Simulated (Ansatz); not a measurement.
Crystals of one structure type (NiAs type) and one family of elements, relaxed and computed with PBE (plane waves, PAW; program Ansatz).

| crystal | V (Å³/atom) | B₀ by P(V) fit (GPa) |
|---|---|---|
| TiC | 10.78 | 227 |
| TiGe | 18.08 | 101 |
| HfSi | 20.12 | 108 |
| ZrSi | 20.68 | 103 |
| HfGe | 21.02 | 106 |
| ZrGe | 21.56 | ? |

### Question
Fit a straight line to ln B₀ against ln V and predict the withheld value.

### Answer
Least squares on the 5 shown rows: ln B₀ = -1.19 × ln V + (8.219), with a scatter of 8 %. For ZrGe this gives 96.0. The run itself gave 100, within the scatter.

Constructed cells (a structure type filled with these elements, in neither database checked): TiC, NiAs type; TiGe, NiAs type; HfSi, NiAs type; ZrSi, NiAs type; HfGe, NiAs type; ZrGe, NiAs type. Not the usual ambient phase: TiC, NiAs type. All cells were relaxed under the symmetry of their starts (and spin orders); stability against distortions was not tested throughout. Rows with no word on spin ran without spin polarisation. Scalar-relativistic: spin–orbit coupling is off unless named, which matters more the heavier the elements.

Potentials: the later of the program's two PAW sets.
